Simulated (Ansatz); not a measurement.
**Mg3Sb2 (A-La2O3 type, space group P-3m1), energy against volume**

Mg$_{3}$Sb$_{2}$ (A-La2O3 type, space group P-3m1)

```xyz
5
Lattice="4.5959 0.0000 0.0000 -2.2980 3.9802 0.0000 0.0000 0.0000 7.2716" Properties=species:S:1:pos:R:3 pbc="T T T"
Sb     0.0000     2.6535     1.6419
Sb     2.2980     1.3267     5.6296
Mg     0.0000     0.0000     0.0000
Mg     0.0000     2.6535     4.5983
Mg     2.2980     1.3267     2.6733
```

Equation-of-state scan: isotropic scaling of the cell above, V₀ being its volume. The atoms relax within the cell's symmetry.

All values below come from PBE (plane waves to 420 eV, PAW, scalar-relativistic; Ansatz, a program for electronic structure). k mesh 12×12×7 (Γ-centred), Fermi-Dirac smearing 0.05 eV. E stands for the smeared free energy. Compression counts positive. With the shape held, the modulus is that of even scaling; a crystal free to change shape is softer. Mg3Sb2 was relaxed with its symmetry unable to fall. Spin-orbit coupling is left out, though Sb is heavy. The zero of ΔE is the relaxed starting cell.

```tsv
V/V₀	ΔE (meV/atom)	P (GPa)
0.900	41.9	5.53
0.917	28.2	4.39
0.933	17.5	3.36
0.950	9.5	2.40
0.967	4.1	1.53
0.983	1.0	0.73
1.000	0.0	0.01
1.017	0.9	-0.67
1.033	3.6	-1.28
1.050	7.9	-1.84
1.067	13.8	-2.35
1.083	20.9	-2.82
1.100	29.3	-3.25
```

Summary:

The pressure at the smallest volume is 5.53 GPa, the energy cost of the largest compression comes out as 41.9 meV/atom and the energy cost of the largest expansion is 29.3 meV/atom. The bulk modulus at fixed cell shape B₀ (third-order Birch-Murnaghan fit) comes out as 41.8 GPa and the pressure derivative B₀′ (fit) is 4.3. The equilibrium volume of the fit is 26.61 Å³/atom and the pressure for 5 % compression (fit) is 2.4 GPa.

(Under strain, the slope of the energy per volume gives the stress and its curvature an elastic modulus.)
